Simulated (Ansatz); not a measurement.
Polymorphs of CuPd, each relaxed with DFT-r²SCAN in the program Ansatz with PAW potentials:

A: CsCl type (Pm-3m)
a = b = c = 2.980 Å, α = β = γ = 90.00°

```json
[
 {"atom": "Cu", "site": "1a", "symmetry": "m-3m", "x": "0.0000", "y": "0.0000", "z": "0.0000"},
 {"atom": "Pd", "site": "1b", "symmetry": "m-3m", "x": "0.5000", "y": "0.5000", "z": "0.5000"}
]
```

B: Cmmm
a = 2.8923 Å, b = 4.4109 Å, c = 4.2264 Å, α = β = γ = 90.00°

| atom | site | symmetry | x | y | z |
|---|---|---|---|---|---|
| Cu | 2a | mmm | 0.0000 | 0.0000 | 0.0000 |
| Pd | 2c | mmm | 0.0000 | 0.5000 | 0.5000 |

### Question
Rank these by energy per atom at 0 K (lowest first), as r²SCAN gives it.

### Answer
A (+0 meV/atom), B (+98 meV/atom)

Standing as an ambient phase not checked: A; B. Perhaps ordered models of mixed-site phases: B. Unstable at this level: B. All cells were relaxed under the symmetry of their starts (and spin orders); stability against distortions was not tested throughout. Rows with no word on spin ran without spin polarisation. Scalar-relativistic: spin–orbit coupling is off unless named, which matters more the heavier the elements.

Energies hold the estimated change up to a 700 eV cutoff; steps of a few meV lie near the error of the meshes.

Potentials: the later of the program's two PAW sets.
